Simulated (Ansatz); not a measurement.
Relaxed-ion elastic tensor of ZnSnN2 in space group Pna2_1 (No. 33; Zn on 4a, Sn on 4a, N on 4a, N on 4a) in GPa (Voigt order), the program Ansatz at the r²SCAN level (PAW); density 6.54 g/cm³, 13.47 Å³ per atom.

```tsv
	1	2	3	4	5	6
1	259	112	89.7	0.0	0.0	0.0
2	112	247	87.4	0.0	0.0	0.0
3	89.7	87.4	277	0.0	0.0	0.0
4	0.0	0.0	0.0	62.2	0.0	0.0
5	0.0	0.0	0.0	0.0	59.5	0.0
6	0.0	0.0	0.0	0.0	0.0	69.9
```

Problem. Is the crystal mechanically stable?

Solution. Yes: the smallest eigenvalue of C is 59.5 GPa.

Problem. Work out the Voigt, Reuss and Hill averages.

Solution. K_V = 151, K_R = 151, K_H = 151; G_V = 71.3, G_R = 69.4, G_H = 70.3 GPa.

Problem. Give Young's modulus, Poisson's ratio, Pugh's ratio and the universal anisotropy index.

Solution. E = 9KG/(3K + G) = 183 GPa; ν = 0.30; K/G = 2.15 (ductile by the Pugh limit of 1.75); A_U = 5G_V/G_R + K_V/K_R − 6 = 0.13.

Problem. Estimate the sound speeds and the Debye temperature.

Solution. v_l = √((K + 4G/3)/ρ) = 6120 m/s, v_t = √(G/ρ) = 3280 m/s, mean 3660 m/s; Θ = (h/k)(3n/4πV)^(1/3) v_m = 458 K.

Problem. Solve the Christoffel equation for the three sound speeds along x, y, z.

Solution. Eigenvalues of C_ijkl n_j n_l equal ρv² (piezoelectric stiffening left out). In km/s, slowest first: x 3.02, 3.27, 6.30; y 3.08, 3.27, 6.15; z 3.02, 3.08, 6.51.

Problem. How much does each axis shrink under pressure?

Solution. Linear compressibilities β_i = Σ_j S_ij (j = 1 to 3): x 2.1, y 2.3, z 2.2 per TPa.

The cell was relaxed with r²SCAN under the symmetry of its start. Scalar-relativistic: spin–orbit coupling is off unless named, which matters more the heavier the elements.

Potentials: the later of the program's two PAW sets.
